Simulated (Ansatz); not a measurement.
Put SmSc2As3 in P6/mmm (No. 191): Sm on 1b; Sc on 2e; As on 2d and 1a.

Theory: DFT PBE, scalar-relativistic, plane waves, PAW, and for the lanthanide a 4f-in-core norm-conserving potential, in Ansatz 0.2.0. Cutoff 690 eV, Γ-centred mesh, Gaussian smearing, no spin polarisation.

Formation energies are uncorrected and refer to the elements' standard structures at the same level.

Q: Give the relaxed lattice parameters and positions.

A:

Space group P6/mmm (No. 191). a = 5.034 Å, b = 5.034 Å, c = 11.237 Å, α = 90.00°, β = 90.00°, γ = 120.00°
| atom | site | symmetry | x | y | z |
| --- | --- | --- | --- | --- | --- |
| Sm | 1b | 6/mmm | 0.0000 | 0.0000 | 0.5000 |
| Sc | 2e | 6mm | 0.0000 | 0.0000 | 0.7842 |
| As | 2d | -6m2 | 0.3333 | 0.6667 | 0.5000 |
| As | 1a | 6/mmm | 0.0000 | 0.0000 | 0.0000 |

Sm has 6 As at 2.91 Å and 2 Sc at 3.19 Å; around Sc lie 1 As at 2.42 Å and 1 Sm at 3.19 Å; As on a site of symmetry -6m2 has 3 As at 2.91 Å and 3 Sm at 2.91 Å; As on a site of symmetry 6/mmm has 2 Sc at 2.42 Å. Another local minimum with the same sites may exist.

Q: Where does its energy lie, and is it a metal?

A: The formation energy is +0.60 eV/atom. The gap on the 12×12×4 mesh of the 6-atom cell is 0 eV (a metal). A positive value: parting into the elements would lower its energy.

The last run used Gaussian smearing of 0.10 eV. The cell is a metal run without spin, though a test with spin on the coarse mesh kept 0.6 μB a cell, so a magnetic state probably lies lower. The reference form of As is held partly by dispersion forces, which this level lacks. Symmetry constrained the relaxation, so the result can be a saddle point. Another cell of SmSc2As3 relaxed alike, in P-4m2, lies 1.70 eV/atom lower, so this cell isn't the stable form at this level.

The lanthanide is trivalent by construction, without f bands, f moments or other valences. The reference runs of the other elements, and any phases without the lanthanide, used 420 eV, which shifts energies against them by under 10 meV/atom. The lanthanide's reference is the lowest of its hcp, dhcp and fcc cells.
